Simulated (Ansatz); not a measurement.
Consider the following.

ZrTa:
```
CELL_PARAMETERS angstrom
      1.45522    -5.64858     0.00000
      1.45522     5.64858     0.00000
      0.00000     0.00000     4.86092
ATOMIC_POSITIONS crystal
  Zr 0.67889 0.32111 0.25000
  Ta 0.93562 0.06438 0.25000
  Zr 0.32111 0.67889 0.75000
  Ta 0.06438 0.93562 0.75000
```

This is the PBEsol-relaxed structure.

Q: All from the program Ansatz at the PBEsol level (PAW), unless another level is named. Estimate the density of states at the Fermi level.

A: 0.99 states/eV per atom (mean over ±0.08 eV).

Q: Next, the formation energy from the elements (no fitted shifts)?

A: 0.20 eV/atom.

Space group Cmcm. The start of the workflow was typed in or built on a structure type; neither database checked (COD, Materials Project) lists it. Its standing as an ambient phase is unchecked. Symmetry was held in the PBEsol relaxation. At this level the phase is dynamically unstable (imaginary phonons). No spin polarisation was allowed. Its formation energy is positive at this level, so the cell may be metastable or incomplete. The references are the lowest solids computed at this level, not always the standard phases. Spin–orbit coupling is left out wherever it is not named.

Potentials: the later of the program's two PAW sets.
